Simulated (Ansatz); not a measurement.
Method: r2SCAN, no spin polarisation; PAW, plane waves to 500 eV, 6×6×4 Γ-centred mesh, gaussian occupations (width 0.2812 eV) (Ansatz 0.2.0), atoms fixed.

Computed maps in the lattice plane spanned by a (left to right, 5.71 Å, 17 points from zero) and b (bottom to top, 5.71 Å, 17 points from zero), 79° apart, at height 0.750 along c. The fields are smooth PAW ones with compensation charges, not the true ones near nuclei.

Valence density. Digits on a logarithmic scale: 0 up to 0.03 e/Å³, each further digit a factor of 1.6, 9 from 1.3 e/Å³ up:
```
45664311499983122
46886421146642112
36886421011210012
34665421000000001
13444321000000000
11222211221110000
21111113565311122
64100025999632357
99410026999943599
99610015999954599
99620013699854489
98410011345544458
43200001234444444
21100001355444443
22110002599854433
22221002799984333
34433112699994222
```

Task: The cell is Na5H3. Which atoms lie within 0.2 Å of this plane, and where (fractions of a and b)?

Result: Na at (0.60, 0.02), Na at (0.98, 0.40), H at (0.15, 0.85), Na at (0.55, 0.45). The whole cell:
```
CELL_PARAMETERS angstrom
4.42439 3.61637 0.00000
4.42439 -3.61637 0.00000
0.00000 0.00000 -8.99445
ATOMIC_POSITIONS crystal
H 0.70519 0.70519 0.00000
H 0.29481 0.29481 0.50000
H 0.29481 0.29481 0.00000
H 0.70519 0.70519 0.50000
Na 0.19139 0.80861 0.43972
Na 0.80861 0.19139 0.93972
Na 0.80861 0.19139 0.56028
Na 0.19139 0.80861 0.06028
Na 0.59666 0.02082 0.75000
Na 0.40334 0.97918 0.25000
Na 0.02082 0.59666 0.25000
Na 0.97918 0.40334 0.75000
H 0.15004 0.84996 0.75000
H 0.84996 0.15004 0.25000
Na 0.54986 0.45014 0.75000
Na 0.45014 0.54986 0.25000
```

Origin: a known structure type with other elements, at an estimated volume, so it need not be a known compound. Caveats: atoms or cell far from equilibrium; wide smearing.
